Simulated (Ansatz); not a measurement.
An Ansatz input (plane waves, PAW) for WSi2 that has something wrong with it:

```yaml
crystal:
  lattice:
    - [-1.6057705977, 1.6057705977, 3.9020519423]
    - [1.6057705977, -1.6057705977, 3.9020519423]
    - [1.6057705977, 1.6057705977, -3.9020519423]
  atoms:
    - { symbol: Si, position: [0.3348428241, 0.3348428241, 0.0] }
    - { symbol: Si, position: [0.6651571759, 0.6651571759, 0.0] }
    - { symbol: W, position: [0.0, 0.0, 0.0] }
basis:
  ecutwfc: 500
  ecutrho_ratio: 4
kpoints:
  mp_grid: { grid: [14, 14, 14] }
hamiltonian:
  xc: r2scan
scf:
  occupationss: { method: gaussian, width: 0.05 }
  max_iter: 100
output:
  forces: true
  stress: true
```

Launched as:
```sh
ansatz run input.yaml --threads 4 --pin off --max-ram 7168MiB --backend cpu --events-out ev --progress --plain --runs-dir out
```

Question: What is wrong with it?

Answer: A misspelt key. Against the sound input: scf.occupations: "occupations" → "occupationss" (the cap on iterations is only a precaution).

What the program printed:

```
Error: YAML parse error: error: line 18 column 3: unknown field `occupationss`, expected one of max_iter, algorithm, n_extra_bands, self_checks, convergence, lower_state_search, omitted_lower_state_checks, lower_solution_reach, mixing, occupations, eigensolver, initial_density, exx
  --> <input>:18:3
   |
```

The input was refused before any iteration. Run time: 0.02 s on 4 threads of Arm Neoverse V2, with other jobs on the host, peak memory 0.022 GiB. The run before the change (r²SCAN, 500 eV, 14×14×14 mesh) gave:

```tsv
run	P (GPa)	gap on the mesh (eV)	cell moment (μB)	largest force component (eV/Å)
sound	0.0	metal	–	0.003
```

The chain of runs began from a cell as deposited in COD, expanded in volume.
